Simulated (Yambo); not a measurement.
Yambo run on SrTiO$_{3}$ (space group I4/mcm, No. 140). The wavefunctions are LDA (Quantum ESPRESSO, PseudoDojo norm-conserving, 84 Ry, scalar-relativistic) ones on a 4×4×4 mesh (40 occupied bands); a = 5.5339 Å, b = 5.5339 Å, c = 5.5339 Å, α = 120.03°, β = 120.03°, γ = 89.95°.

Yambo input:

```
rim_cut
gw0
dyson
el_el_corr
HF_and_locXC
cohsex
em1s
RandQpts= 1000000
RandGvec= 1 Ry
EXXRLvcs= 84 Ry
VXCRLvcs= 336 Ry
Chimod= "HARTREE"
% BndsRnXs
 3 | 148 |
%
NGsBlkXs= 6 Ry
% LongDrXs
 1.0 | 1.0 | 1.0 |
%
ExtendOut
% QPkrange
 1 | 1 | 40 | 41 |
%
```

k points by index: 1 = Γ.

The o-*.qp file then holds:

```
#    K-point    Band    Eo [eV]    E [eV]    E-Eo [eV]    Vxc [eV]    Vnlxc [eV]    Sc|Eo [eV]    Re(Z)    Im(Z)
#
    1    40    0.000000    -1.678161    -1.678161    -19.90165    -25.05427    3.474455    1.000000    0.000000
    1    41    1.815353    2.195082    0.379729    -18.88353    -11.54039    -6.963415    1.000000    0.000000
```
(The two width columns are left out.) Convergence of these settings isn't established.

Geometry of the Materials Project entry, not relaxed at this level.

This is not the ordinary phase of the substance.
